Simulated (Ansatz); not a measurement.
**Fixed-spin-moment curve of HfC (Fm-3m)**

```xyz
2
Lattice="0.0000 2.3250 2.3250 2.3250 0.0000 2.3250 2.3250 2.3250 0.0000" Properties=species:S:1:pos:R:3 pbc="T T T"
Hf    2.3250    2.3250    2.3250
C     0.0000    0.0000    0.0000
```

The geometry is a structure as deposited in COD, held fixed and not relaxed.

Common settings: LDA, 14×14×14 k mesh, Fermi–Dirac smearing of 0.03 eV. PAW means Ansatz 0.2.0 on its default frozen-core files; LAPW is all-electron LAPW in Ansatz 0.2.0. Site moments are integrated in spheres about the atoms, whose radii differ between the methods. Start moments of the first PAW run (μB): Hf1 0.6.

The total moment M of the cell is held by giving each spin its own Fermi level. Half their difference over μB is the field that would hold M, so μB·B = dF/dM. Energies count from each method's free run. The held moment starts spread evenly over Hf1.

The free PAW run: The moments died out: the run ends unmagnetised.

```csv
M (μB/cell),ΔF PAW (meV/cell),ΔF LAPW (meV/cell),"B, PAW (T)","largest site moment, PAW (μB)","pressure, PAW (GPa)"
0.00,0.0,–,–,0.00,-11.9
0.05,+3.4,+3.4,+2544,0.03,-11.9
0.15,+34.3,+34.2,+7091,0.09,-11.8
0.30,+127.4,+127.3,+13379,0.16,-11.6
0.50,+320.1,+319.9,+20037,0.25,-10.8
0.80,+720.1,+719.8,?,0.36,-9.1
1.20,+1425.5,–,?,0.51,-5.4
```

Q: What belongs in the row "1.20", column "B, PAW (T)"?

A: +33682.

Q: Give the missing entry: row "0.80", column "B, PAW (T)".

A: +26924.

Separate runs put a uniform field on the spins (g = 2):

```csv
field (T),M PAW (μB/cell),M LAPW (μB/cell)
200,0.004,0.004
1000,0.021,0.021
3000,0.056,0.056
```

The PAW files were made with PBE; the program remakes their cores once for the run's functional and then keeps them frozen. The Ansatz runs typed with the search for lower states off end where their start leads. Spin–orbit coupling is left out although heavy atoms are present. These are results for the start and cell typed. The real compound can order otherwise, in a larger cell, or not at all, since semilocal functionals at zero temperature often overstate magnetism.
